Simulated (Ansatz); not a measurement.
In$_{2}$O$_{3}$:
```cif
data_In8O12
_chemical_formula_sum 'In8 O12'
_space_group_name_H-M_alt 'C2/c'
_space_group_IT_number 15
_space_group_name_Hall '-C 2yc'
_cell_length_a 10.08102
_cell_length_b 6.60907
_cell_length_c 5.87563
_cell_angle_alpha 90.000
_cell_angle_beta 115.684
_cell_angle_gamma 90.000
loop_
_atom_site_label
_atom_site_type_symbol
_atom_site_symmetry_multiplicity
_atom_site_Wyckoff_symbol
_atom_site_fract_x
_atom_site_fract_y
_atom_site_fract_z
_atom_site_occupancy
In1 In 8 f 0.33779 0.10270 0.40468 1
O1 O 8 f 0.21250 0.09459 0.62185 1
O2 O 4 e 0.00000 0.54050 0.25000 1
```
(The calculation used a cell of 10 atoms; values per cell refer to that cell.)

This is the r²SCAN-relaxed structure.

Task: All from the program Ansatz at the r²SCAN level (PAW), unless another level is named. Predict the band gap.

Result: 1.74 eV (smallest direct gap 1.76 eV).

Task: Predict the electron effective mass.

Result: 0.27, 0.30, 0.30 mₑ (principal values).

Task: And the hole effective mass with spin–orbit coupling?

Result: 1.9, 2.1, 7.7 mₑ (principal values).

The start of the workflow was typed in or built on a structure type; neither database checked (COD, Materials Project) lists it. It is not the phase usual at ambient conditions (space group No. 206). Symmetry was held in the r²SCAN relaxation; whether a distortion lowers the energy is not shown. Scalar-relativistic: spin–orbit coupling is off unless named, which matters more the heavier the elements.

Potentials: the earlier of the program's two PAW sets. The files were generated under PBE; for other functionals the program regenerates the frozen cores, and for LDA and PBEsol the local potential too.
